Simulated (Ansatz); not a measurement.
**Notes on Na2PdBr4**

```
CELL_PARAMETERS angstrom
7.12606 0.00000 0.00000
0.00000 7.12606 0.00000
0.00000 0.00000 4.14445
ATOMIC_POSITIONS crystal
Br 0.23323 0.23323 0.00000
Br 0.76677 0.23323 0.00000
Br 0.76677 0.76677 0.00000
Br 0.23323 0.76677 0.00000
Pd 0.00000 0.00000 0.00000
Na 0.50000 0.00000 0.50000
Na 0.00000 0.50000 0.50000
```

Single point in Ansatz 0.2.0 with PBEsol, no spin polarisation. Cutoff 420 eV, PAW datasets, 4×4×6 Γ-centred k mesh, cold filling (width 0.0137 eV).

- Electronic structure: The gap is 1.28 eV, indirect (the least direct gap found is 1.38 eV). A semilocal functional usually gives too small a gap.
- Forces: The largest is on Br1 (and as large on other atoms): 1.00 eV/Å, components (0.71, 0.71, 0.00). It makes 180° with the line to a nearest neighbour, Pd5 at 2.35 Å, pointing away from it.
- Charges: Bader charges in e: Na +0.89, Pd +0.32, Br -0.52. In the mean Na gives up most and Br takes most.
- Formation energy: -0.97 eV an atom against the elements' usual phases (free molecules for gases, crystals otherwise, with no correction for O₂ or N₂), so it is bound against them; other compounds may still compete. Relaxing would lower it.
- Band edges: Within 0.7 eV of the edges, the states project mainly on Pd d (51 %) and Br p (47 %) below the gap and on Br p (54 %) and Pd d (38 %) above it.
- Stress: The pressure is 1.3 GPa (compression positive), so with the atoms held at these fractions the cell would first expand; the forces are large, so a full relaxation may end otherwise. The principal stresses -1.6, 2.7, 2.7 GPa differ, so its shape would change too.

Origin: a known structure type with other elements, at an estimated volume, so it need not be a known compound.
